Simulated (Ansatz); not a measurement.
Al₂Ru:
```
Al2Ru
1.0
    0.00000     3.98780     4.38491
    2.35067     0.00000     4.38491
    2.35067     3.98780     0.00000
Al Ru
4 2
Direct
  0.07893   0.42107   0.07893
  0.42107   0.07893   0.42107
  0.17107   0.82893   0.17107
  0.82893   0.17107   0.82893
  0.75000   0.75000   0.75000
  0.50000   0.50000   0.50000
```

Relaxed with PBEsol. Special points in fractions of this cell's reciprocal vectors: Γ (0.000, 0.000, 0.000); Y (0.500, 0.000, 0.500); T (1.000, 0.500, 0.500); Z (0.500, 0.500, 0.000); Σ0 (0.000, 0.409, 0.409); U0 (1.000, 0.591, 0.591); C0 (0.500, 0.235, 0.735); A0 (0.500, 0.765, 0.265); L (0.500, 0.500, 0.500).

List the band energies nearest the valence-band maximum at these points for PBEsol in the plane-wave PAW code Ansatz.

In eV from the valence-band maximum; about four levels below and three above (degenerate sets whole), none deeper than 8.9 eV; points with the same levels are listed once.

```tsv
k	below	above
Γ	-2.01 -1.25 -1.23 0.00	1.68 2.29 2.36
Y	-2.29 -2.29 -1.45 -1.45	1.76 1.76 2.42 2.42
T	-2.52 -2.52 -1.27 -1.27	0.35 0.35 4.65 4.65
Z	-1.59 -1.59 -1.35 -1.35	2.25 2.25 2.47 2.47
Σ0	-2.33 -2.20 -1.58 -1.19	0.15 1.11 3.65
C0	-2.00 -2.00 -1.14 -1.14	1.69 1.69 2.61 2.61
L	-2.19 -2.11 -1.14 -0.89	0.34 0.73 1.84
```

Space group Fddd. The first step of the workflow began from a Materials Project structure, measured or hypothetical; the Crystallography Open Database copy checked does not list it. With Al and Ru taken as one species the cell has the higher symmetry Fddd, so it may be an ordered model of a mixed-site phase. Its standing as an ambient phase is unchecked. Symmetry was held in the PBEsol relaxation; phonons on a q-mesh show no instability. No spin polarisation was allowed. Scalar-relativistic: spin–orbit coupling is off unless named, which matters more the heavier the elements.

Potentials: the later of the program's two PAW sets.
